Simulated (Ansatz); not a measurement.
# YSb: energy along a strain

YSb, Fm-3m, a = 6.190 Å (as given, not relaxed at this level: 0.6 GPa). The structure is a COD entry; whether it is the stable form wasn't checked. Ansatz: r2SCAN, PAW, 500 eV, Γ-centred 14×14×14 mesh on 2 atoms, Gaussian smearing 0.15 eV; no spin polarisation. Cell vectors (Å): 0.000 3.095 3.095; 3.095 0.000 3.095; 3.095 3.095 0.000. The cell is strained by x per cent times the pattern (1 -1 0 0 0 0) in the order xx yy zz yz xz xy (engineering shears), with fractional coordinates held. y is the free energy over the start, V0 = 29.647 Å³/atom. Symmetry makes y even in x.

| x (%) | y (meV/atom) |
| --- | --- |
| -6.00 | ? |
| -3.00 | 23.33 |
| 0.00 | 0.00 |
| 0.75 | 1.44 |
| 1.50 | 5.78 |
| 2.25 | 13.06 |
| 3.75 | 36.69 |
| 4.50 | 53.24 |
| 5.25 | 73.11 |

Task: Fit y = c2 x² + c4 x⁴ to the other rows, get the stiffness along the pattern, and predict the missing energy.

Result: Least squares on the rows shown. y = 2.5635 x² + 0.0032330 x⁴. The clamped-ion stiffness p·C·p = 2 × 25.63 eV × 160.2 / 29.647 Å³ = 277 GPa (second derivative at the start, which stands under stress). At x = -6.00 the fit asked for gives 96.48 meV/atom. The run gave 96.49 meV/atom, so the fit is 0.01 meV/atom too low, a small miss on the scale of the series.